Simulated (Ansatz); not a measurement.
Sn, DFT, LDA, all-electron LAPW, scalar-relativistic (Ansatz 0.2.0), run on 1 thread of Arm Neoverse V2 on a shared host.

The cell is COD entry 1534488, as deposited and not checked against the literature; nothing was relaxed. The listed cell was then made from it by scaling, straining or moving an atom.

Command: `ansatz run input.yaml --threads 1 --pin off --max-ram 3072MiB --backend cpu --events-out ev --progress --plain --runs-dir out`

```yaml
crystal:
  lattice:
    - [-2.9730380483, 2.9730380483, 1.621847136]
    - [2.9730380483, -2.9730380483, 1.621847136]
    - [2.9730380483, 2.9730380483, -1.621847136]
  atoms:
    - { symbol: Sn, position: [0.0, 0.0, 0.0] }
    - { symbol: Sn, position: [0.75, 0.25, 0.5] }
kpoints:
  mp_grid: { grid: [15, 15, 10] }
  band_path:
    path:
      - [0.0, 0.0, 0.0]
      - [0.0, 0.0, 0.5]
      - [-0.5, 0.5, 0.5]
      - [0.0, 0.0, 0.0]
      - [0.3243975974, 0.3243975974, -0.3243975974]
      - [-0.3243975974, 0.6756024026, 0.3243975974]
      - [-0.5, 0.5, 0.5]
      - [0.0, 0.0, 0.5]
      - [0.25, 0.25, 0.25]
    npoints: 5
scf:
  occupations: { method: fermi_dirac, width: 0.05 }
hamiltonian:
  xc: lda
  pseudopotentials: { kind: all_electron, lapw: { basis_error: 0.00025 } }
output:
  forces: true
  stress: true
  eigenvalues: true
```

Q: How large is the problem that the program sets up?

A: 608 irreducible k-points, 477 plane waves at Γ, 27 bands.

Q: Estimate the wall time and the peak memory.

A: 2.9 min of wall time for 8 SCF iterations, with a peak of 1.8 GiB. Times on shared machines scatter by tens of per cent.
